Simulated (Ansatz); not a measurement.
How far is PAW off for CuAu?

```xyz
2
Lattice="2.8000 0.0000 0.0000 0.0000 2.8000 0.0000 0.0000 0.0000 3.6700" Properties=species:S:1:pos:R:3 pbc="T T T"
Cu    1.4000    1.4000    1.8350
Au    0.0000    0.0000    0.0000
```

Atom numbers follow the list: Cu1, Au2.

The cell comes from COD entry 9004223, which wasn't checked; take it as a given geometry.

No spin–orbit coupling, which matters for the heavy atoms here.

Methods: DFT, PBE, PAW with Ansatz's default frozen-core files, scalar-relativistic (Ansatz 0.2.0); DFT, PBE, all-electron LAPW, scalar-relativistic (Ansatz 0.2.0).

For PAW: a Γ-centred 18×18×14 k mesh, Fermi–Dirac smearing of 0.05 eV, cutoff 420 eV, no spin polarisation. LAPW targets a basis error of 0.25 meV/atom. The Ansatz runs share mesh, smearing and spin set-up. Plane-wave (PAW) pressures include the program's estimate of the Pulay term.

Stress and pressure are positive in compression.

```tsv
quantity	PAW	LAPW
pressure (GPa)	6.77	6.76
stress xx (GPa)	7.15	7.14
stress zz (GPa)	6.02	6.01
```
